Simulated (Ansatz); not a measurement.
Calculated with Ansatz: Rb₂Cl₆F, relaxation

The command:

```bash
ansatz run input.yaml --threads 2 --pin off --max-ram 3584MiB --backend cpu --events-out ev --progress --plain --runs-dir out
```

input.yaml:

```yaml
crystal:
  lattice:
    - [0.0, 4.943798, 4.943798]
    - [4.943798, 0.0, 4.943798]
    - [4.943798, 4.943798, 0.0]
  atoms:
    - { symbol: F, position: [0.0, 0.0, 0.0] }
    - { symbol: Rb, position: [0.25, 0.25, 0.25] }
    - { symbol: Rb, position: [0.75, 0.75, 0.75] }
    - { symbol: Cl, position: [0.237, 0.763, 0.763] }
    - { symbol: Cl, position: [0.763, 0.237, 0.763] }
    - { symbol: Cl, position: [0.763, 0.237, 0.237] }
    - { symbol: Cl, position: [0.237, 0.763, 0.237] }
    - { symbol: Cl, position: [0.763, 0.763, 0.237] }
    - { symbol: Cl, position: [0.237, 0.237, 0.763] }
  symmetry: { tolerance: 0.0003 }
kpoints:
  mp_grid: { grid: [6, 6, 6], shift: [0, 0, 0] }
magnetization:
  spin_polarized: false
scf:
  occupations: { method: gaussian, width: 0.1618 }
  lower_state_search: "off"
hamiltonian:
  pseudopotentials: { kind: paw }
  xc: r2scan
basis:
  ecutwfc: 500
  fft_grid_basis: typed
relax:
  max_steps: 40
  cell: { p_target: 0.0 }
  f_tol: 0.03
output:
  forces: true
  stress: true
  eigenvalues: true
  bader: true
  populations: true
  elf: true
  write_potential: true
  volumetric_format: npy
  dos:
    e_range: [-12, 8]
    de: 0.05
    projected: { site_lists: { Cl: [Cl], F: [F], Rb: [Rb] } }
checkpoint:
  read: saved_state
```

Origin of the cell: a known structure type with other elements, at an estimated volume, so it need not be a known compound.

The saved state is a converged single point of the same cell.

Excerpt of the output:

```
SCF iter   1: F=-13869.541293 eV  HF=-13869.539222 eV  Δρ=5.00e-4  dr2=1.93e-4  dr2_τ=6.81e-4
SCF iter   2: F=-13869.541397 eV  HF=-13869.541440 eV  Δρ=1.65e-4  dr2=7.07e-5  dr2_τ=3.11e-6  defer=1
SCF iter   3: F=-13869.541348 eV  HF=-13869.541357 eV  Δρ=7.41e-5  dr2=1.34e-5  dr2_τ=7.98e-7  defer=1
SCF iter   4: F=-13869.541355 eV  HF=-13869.541359 eV  Δρ=3.39e-5  dr2=3.97e-6  dr2_τ=1.21e-7  defer=1
SCF iter   5: F=-13869.541358 eV  HF=-13869.541358 eV  Δρ=1.37e-5  dr2=4.15e-7  dr2_τ=1.78e-8  defer=1
SCF iter   6: F=-13869.541358 eV  HF=-13869.541358 eV  Δρ=3.51e-6  dr2=4.77e-8  dr2_τ=3.76e-9
relax step   1: F+E_penalty+E_count = -13869.541358 eV  Δ(F+E_penalty+E_count) = +0.000e0 eV  max|allowed force component| = 4.948e-1 eV/Å  Δτ_max = 0.0000 Å  P = -0.184 GPa  Ω = 241.664 Å³ […]
relax step   2: F+E_penalty+E_count = -13869.820623 eV  Δ(F+E_penalty+E_count) = -2.793e-1 eV  max|allowed force component| = 8.199e-2 eV/Å  Δτ_max = 0.1476 Å  P = -0.088 GPa  Ω = 225.265 Å³ […]
relax step   3: F+E_penalty+E_count = -13869.827055 eV  Δ(F+E_penalty+E_count) = -6.432e-3 eV  max|allowed force component| = 9.737e-3 eV/Å  Δτ_max = 0.0310 Å  P = +0.180 GPa  Ω = 221.448 Å³ […]
relax step   4: F+E_penalty+E_count = -13869.827872 eV  Δ(F+E_penalty+E_count) = -8.173e-4 eV  max|allowed force component| = 2.571e-4 eV/Å  Δτ_max = 0.0050 Å  P = -0.000 GPa  Ω = 223.156 Å³ […]
relax step   5: F+E_penalty+E_count = -13869.824856 eV  Δ(F+E_penalty+E_count) = +3.016e-3 eV  max|allowed force component| = 2.113e-4 eV/Å  Δτ_max = 0.0000 Å  P = +0.005 GPa  Ω = 223.156 Å³  stress off target by 4.54e-3 GPa […]
SCF 5 converged in 7 iterations: F = -13869.824856 eV  dr2 = 8.15e-11
basis re-selected at this cell: Δ(F+E_penalty+E_count) = +3.016e-3 eV, ΔP = +0.005 GPa vs the last step (what re-selecting the basis moved, of the pressure what is left beyond the Pulay corre […]
SCF converged after 7 iterations
Free energy (F): -13869.824856 eV
Harris-Foulkes:  -13869.824856 eV  (|F-HF|=1.82e-11)
Internal energy: -13869.680027 eV  (E = F + TS)
E sigma→0 (E₀):  -13869.752441 eV
Entropy (-TS):   -0.144829 eV (-16.092 meV/atom)
Fermi energy:    1.910346 eV
--- Per-component energies (eV) ---
  E_band       = -344.742752
  E_kinetic    = 1544.237244
  E_local      = -2978.175881  (includes V_loc(G=0)·N_el)
  E_nonlocal   = 587.419431
  E_hartree    = 880.001068
  E_xc         = -944.915858
  E_vxc        = -1214.273178  (∫ρ·V_xc dr)
  E_paw        = -9467.379937  (= ΣΔE_a)
  E_vpaw       = -110.865064  (= ΣTr[D̂ρ^β])
  E_aug_tail   = 0.001219  (compensation charges beyond the density's cutoff)
  E_vtau       = 66.911406  (kinetic-family band-sum trace: ∫τ·v_τ [+ j·A + Jᵃ·Aᵃ] dr)
  E_ewald      = -3489.723626
  E_core_change = -1.143687  (= ΣΔE_core)
  E_smearing   = -0.144829  (= −TS)
  Σ components = -13869.824856   (vs F -13869.824856, Δ=0.00e0)
--- Forces (eV/Å), atoms counted from 1 ---
  atom   1  F     -0.000000     0.000000    -0.000000
  atom   2  Rb    -0.000000    -0.000000    -0.000000
  atom   3  Rb     0.000000     0.000000     0.000000
  atom   4  Cl     0.000211    -0.000000    -0.000000
  atom   5  Cl    -0.000000     0.000211    -0.000000
  atom   6  Cl    -0.000211     0.000000     0.000000
  atom   7  Cl     0.000000    -0.000211     0.000000
  atom   8  Cl    -0.000000    -0.000000     0.000211
  atom   9  Cl     0.000000     0.000000    -0.000211
  max |Σ_I F_I| component: 3.76e-18 eV/Å
--- Stress (GPa, compression-positive) ---
        0.004541      -0.000000      -0.000000
       -0.000000       0.004541      -0.000000
        0.000000       0.000000       0.004541
  P = ⅓ Tr σ = 0.0045 GPa (0.045 kbar)
--- Relaxed structure (4 steps of the walk, 4 accepted, 1 SCFs on fresh bases) ---
  F+E_penalty+E_count = -13869.824856 eV   max|allowed force component| = 2.113e-4 eV/Å   (the final SCF, on the basis selected at the relaxed cell)
  cell:  # Å, volume = 223.1563 Å³
    - [0.0, 4.814225, 4.814225]
    - [4.814225, 0.0, 4.814225]
    - [4.814225, 4.814225, 0.0]
  atoms:
    - { symbol: F, position: [1.169e-19, -6.627e-19, -1.169e-19] }
    - { symbol: Rb, position: [0.25, 0.25, 0.25] }
    - { symbol: Rb, position: [0.750000, 0.750000, 0.750000] }
    - { symbol: Cl, position: [0.254566, 0.745434, 0.745434] }
    - { symbol: Cl, position: [0.745434, 0.254566, 0.745434] }
    - { symbol: Cl, position: [0.745434, 0.254566, 0.254566] }
    - { symbol: Cl, position: [0.254566, 0.745434, 0.254566] }
    - { symbol: Cl, position: [0.745434, 0.745434, 0.254566] }
    - { symbol: Cl, position: [0.254566, 0.254566, 0.745434] }
--- Löwdin populations: 9 sites ---
  site symbol       q [e]
     0      F      7.2281
     1     Rb      8.2545
     2     Rb      8.2545
     3     Cl      7.1896
     4     Cl      7.1896
     5     Cl      7.1896
     6     Cl      7.1896
     7     Cl      7.1896
     8     Cl      7.1896
  spilling = 0.001872 (of n_electrons = 67.000000)
--- Bader charges: 9 sites ---
  site symbol  charge [e]  shift [e]
     0      F     -0.3039     0.0000
     1     Rb      0.8699     0.0000
     2     Rb      0.8699     0.0000
     3     Cl     -0.2393     0.0000
     4     Cl     -0.2393     0.0000
     5     Cl     -0.2393     0.0000
     6     Cl     -0.2393     0.0000
     7     Cl     -0.2393     0.0000
     8     Cl     -0.2393     0.0000
  estimated error of the sums over rays = 2.4e-4 e
```

Before:

Space group Fm-3m (No. 225); the run's cell has a = 6.992 Å, b = 6.992 Å, c = 6.992 Å, α = 60.00°, β = 60.00°, γ = 60.00°. Shortest distances: Cl–F 2.34 Å, Cl–Cl 3.31 Å, Cl–Rb 3.50 Å.

The relaxed structure.

Space group Fm-3m (No. 225); the run's cell has a = 6.808 Å, b = 6.808 Å, c = 6.808 Å, α = 60.00°, β = 60.00°, γ = 60.00°. Shortest distances: Cl–F 2.45 Å, Cl–Cl 3.34 Å, Cl–Rb 3.40 Å.

* Free energy lowered by: 31.5 meV/atom
* Volume change: -7.66 %
* Final pressure: 0.00 GPa
* Relaxation steps listed: 5

Caveats: no moments, though an odd count or open d shells may carry them; the relaxation held the start's symmetry, so the end may be a saddle point; wide smearing.

It ran for 88 s of wall time on 2 CPU thread(s) of a shared host, from a saved density.
